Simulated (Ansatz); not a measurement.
Computed with DFT PBE, scalar-relativistic, plane waves, PAW (Ansatz). Cutoff 420 eV, Γ-centred 10×10×10 mesh (8-atom cell), Gaussian smearing of 0.10 eV, no spin polarisation.

Formation energies are uncorrected and count from the elements' standard states at the same level.

**Question.** Suggest a trial structure for a cubic metal that holds Ti and 2 more elements, with a formation energy near −1.65 eV/atom and about 10 Å³ per atom, in a cell of 8 atoms. Its symmetry should be Pm-3m (No. 221).

**Answer.** ZrTi3N4, space group Pm-3m (No. 221). Zr has 6 N at 2.18 Å and 12 Ti at 3.08 Å; Ti is surrounded by 6 N at 2.18 Å, 4 Zr at 3.08 Å and 8 Ti at 3.08 Å; N on a site of symmetry 4/mmm is surrounded by 2 Zr at 2.18 Å and 4 Ti at 2.18 Å; N on a site of symmetry m-3m has 6 Ti at 2.18 Å.

```
Zr Ti N
1.0
     4.35628    0.00000    0.00000
     0.00000    4.35628    0.00000
     0.00000    0.00000    4.35628
Zr Ti N
1 3 4
Direct
  0.50000 0.50000 0.50000
  0.00000 0.00000 0.50000
  0.50000 0.00000 0.00000
  0.00000 0.50000 0.00000
  0.50000 0.50000 0.00000
  0.00000 0.50000 0.50000
  0.50000 0.00000 0.50000
  0.00000 0.00000 0.00000
```

The volume per atom is 10.33 Å³. The density is 5.84 g/cm³ and the energy over the elements is −1.65 eV/atom. The gap on the 10×10×10 mesh of the 8-atom cell is 0 eV (a metal).

The structure comes from a generated guess, relaxed at this level; another structure or a mixture of phases may lie lower. Other answers may fit too; this one was computed.

A structure relaxed within its symmetry needn't be a true minimum.
